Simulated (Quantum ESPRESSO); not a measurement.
# Al2MgTa2W3: a curve over one atom's position

Computed values, not a measurement. The program is pw.x of Quantum ESPRESSO 7.5 (plane-wave density functional theory). The cell is made up: eight metal atoms on a hexagonal close-packed lattice, with elements, volume, strain and displacements drawn at random and not relaxed, so it may be unstable or far from any real phase. PseudoDojo standard norm-conserving files set the functional (PBE unless stated); there is no spin polarisation or spin-orbit coupling, the Fermi-Dirac width of 0.25 eV means electrons at about 2900 K, and the masses in the input are unused placeholders. Heavy elements are run without spin-orbit coupling, which real alloys of them have. A spin test at this wide smearing found no moment, but such smearing suppresses magnetism that the real alloy may have.

Seven runs move atom 8 (W, counted in the order of the input) along x and keep all else fixed.

Input of the run at -0.0010:

```
&control calculation='scf', pseudo_dir='./dojo.nc.sr.pbe.v0_5.standard.upf', outdir='./o', disk_io='minimal', tprnfor=.true., tstress=.true. /
&system ibrav=0, nat=8, ntyp=4, nbnd=56, ecutwfc=84.00895049, nosym=.true., tot_charge=0,
 occupations='smearing', smearing='fd', degauss=0.0183746611
/
&electrons conv_thr=1.470e-08, electron_maxstep=70, mixing_beta=0.5 /
ATOMIC_SPECIES
Al 1.0 Al.upf
Mg 1.0 Mg.upf
Ta 1.0 Ta.upf
W 1.0 W.upf
CELL_PARAMETERS angstrom
0.0 0.0 -4.4949
0.0 4.9708 0.0
5.7398 0.0 0.0
ATOMIC_POSITIONS angstrom
Al 0.0348 -0.0478 -0.1349
Mg 2.8504 0.1204 0.0088
Al 1.5265 2.4173 0.0616
Ta 4.2366 2.4251 0.0047
Ta -0.0351 1.5992 -2.3254
W 2.9569 1.6731 -2.2197
W 1.3924 4.1854 -2.306
W 4.358 4.2479 -2.2139
K_POINTS automatic
5 5 4 1 1 1
```

```
shift of atom 8 along x (Å)  free energy less that of the input shown (eV)  Fx on atom 8 (eV/Å)  Fy on atom 8 (eV/Å)  Fz on atom 8 (eV/Å)  pressure (GPa)  iterations
                    -0.1378                                        -0.0134                0.566               -0.733               -0.718           11.67          13
                    -0.0848                                        -0.0300                0.056               -0.746               -0.760           11.65          14
                    -0.0267                                        -0.0167               -0.520               -0.771               -0.810           11.79          14
                    -0.0010                                         0.0000               -0.779               -0.785               -0.833           11.90          14
                    +0.0686                                         0.0790               -1.497               -0.838               -0.903           12.40          14
                    +0.0913                                         0.1157               -1.735               -0.859               -0.928           12.62          14
                    +0.1350                                         0.2016               -2.199               -0.906               -0.981           13.11          14
```

A cubic fit gives dFx/dx = -10.17 eV/Å² at zero shift. Across the table the energy follows minus the integral of the force to 0.3 meV. A rerun of one of the cells at a higher cutoff and on a denser mesh moved values by no more than 0.007 eV in energy, 0.09 GPa in stress and 0.016 eV/Å in force, and a second program with other atomic files agreed on that cell to 2 % rms in force and 0.5 GPa in pressure.